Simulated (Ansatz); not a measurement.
## CoSi₂: stable or not

It was relaxed at this level from a cell as deposited in COD.

These are results of DFT PBE, scalar-relativistic, plane waves, PAW in Ansatz 0.2.0, not measurements. The final run on the 3-atom cell used 420 eV, a Γ-centred 14×14×14 mesh, 0.10 eV smearing and no spin polarisation.

```xyz
3
Lattice="0.0000 2.6799 2.6799 2.6799 0.0000 2.6799 2.6799 2.6799 0.0000" Properties=species:S:1:pos:R:3 pbc="T T T"
Co    0.0000    0.0000    0.0000
Si    1.3400    1.3400    1.3400
Si    4.0199    4.0199    4.0199
```

Formation energies are uncorrected and refer to the elements' standard structures at the same level.

Question: These tests were run: energy against the elements; phonons on a 2×2×2 q mesh; elastic tensor. What do they show?

Answer:

| test | result |
| --- | --- |
| energy against the elements | −0.47 eV/atom |
| phonons on a 2×2×2 q mesh | no imaginary mode on the mesh |
| elastic tensor | least eigenvalue 88 GPa |

It fails none of these tests. Competing phases weren't compared here.

Trial moments died out on the coarse mesh, so the last step has no spin; another magnetic start might hold. The run for the phonons used a 14×14×14 k mesh and Fermi–Dirac smearing of 0.15 eV. The run for the elastic tensor used a 14×14×14 k mesh and Fermi–Dirac smearing of 0.15 eV.
